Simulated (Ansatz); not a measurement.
TaAl (L1₀ or tetragonal B2, P4/mmm) at seven volumes, the program Ansatz at the r²SCAN level (PAW), shape and atoms relaxed at each. One row is withheld.

```tsv
V (Å³/atom)	P (GPa)
15.069	18.91
15.566	11.64
16.063	5.39
16.559	0.00
17.056	?
17.553	-8.64
18.050	-12.08
```

Fit the shown pressures and predict the withheld one.

Third-order Birch–Murnaghan: P = (3/2)B₀(x^(7/2) − x^(5/2))[1 + (3/4)(B′ − 4)(x − 1)] with x = (V₀/V)^(2/3). Least squares on the six rows gives V₀ = 16.560 Å³/atom, B₀ = 166.3 GPa, B′ = 3.96. At V = 17.056, x = 0.9805 and P = -4.63 GPa. The run itself gave -4.64 GPa.

The start of the workflow was typed in or built on a structure type; neither database checked (COD, Materials Project) lists it. Its standing as an ambient phase is unchecked. The r²SCAN relaxation kept the symmetry of its start; its stability against distortions is not shown here. The run is not spin-polarised. Scalar-relativistic: spin–orbit coupling is off unless named, which matters more the heavier the elements.

Potentials: the later of the program's two PAW sets.
